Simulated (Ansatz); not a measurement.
ScAl3: energy along a strain

ScAl3, I4/mmm, a = 4.006 Å, c = 8.754 Å. The structure is a Materials Project entry; whether it is the stable form wasn't checked. Ansatz: r2SCAN, PAW, 500 eV, Γ-centred 16×16×16 mesh on 4 atoms, Gaussian smearing 0.15 eV; no spin polarisation. Cell vectors (Å): -2.003 2.003 4.377; 2.003 -2.003 4.377; 2.003 2.003 -4.377. The cell is strained by x per cent times the pattern (1 1 0 0 0 0) in the order xx yy zz yz xz xy (engineering shears), with fractional coordinates held. y is the free energy over the start, V0 = 17.565 Å³/atom.

```tsv
x (%)	y (meV/atom)
-4.00	?
-2.00	10.69
0.00	0.00
1.00	2.58
3.00	21.56
4.00	37.23
```

Q: Fit y = c1 x + c2 x² + c3 x³ to the other rows, get the stiffness along the pattern, and predict the missing energy.

A: Least squares on the rows shown. y = 0.058927 x + 2.5717 x² − 0.064948 x³. The clamped-ion stiffness p·C·p = 2 × 25.72 eV × 160.2 / 17.565 Å³ = 469 GPa; c1 is there for the stress left in the start, which by itself gives a slope of 0.08 meV/atom per %. At x = -4.00 the fit asked for gives 45.07 meV/atom. The run gave 45.41 meV/atom, so the fit is 0.34 meV/atom too low, 0.75 % of the span of the series, against an rms of 0.009 meV/atom on the fitted rows. The row lies outside the fitted range. With a term in x⁴ added, a fit to the same known rows (none to spare) predicts 45.54 meV/atom, so most of the miss is curvature that the known rows already hold.

Cost: 6 runs of about 4.8 core-minutes in all, on Intel Xeon Platinum 8259CL (Skylake/Cascade Lake) (shared hosts).